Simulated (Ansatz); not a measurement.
Thickness series of a surface: bcc Cr (111)

All-electron LAPW in Ansatz 0.2.0 under PBE, scalar-relativistic, energies extrapolated to zero smearing, no spin–orbit coupling, ferromagnetic start (antiferromagnetic order not tried). The 1×1 slabs (area 14.05 Å²) are cut from the bulk relaxed on PAW files, and their atoms are relaxed; γ counts from the bulk energy, Δd12 is the change of the outer spacing. No reconstruction is allowed, and meshes differ a little between slabs.

```csv
planes,γ (J/m²),Φ (eV),Δd12 (%)
1,2.046,3.81,–
5,3.289,3.94,?
7,?,3.92,2.2
```

**Question.** Fill in "Δd12 (%)" for the row "5".

**Answer.** 3.0.

**Question.** What belongs in the row "7", column "γ (J/m²)"?

**Answer.** 3.372.

**Question.** How far have the values settled with thickness?

**Answer.** Between 5 and 7 planes γ moves by +2.5 % and Φ by -0.02 eV. Thin films carry quantum-size oscillations, so two neighbours that agree don't prove convergence.
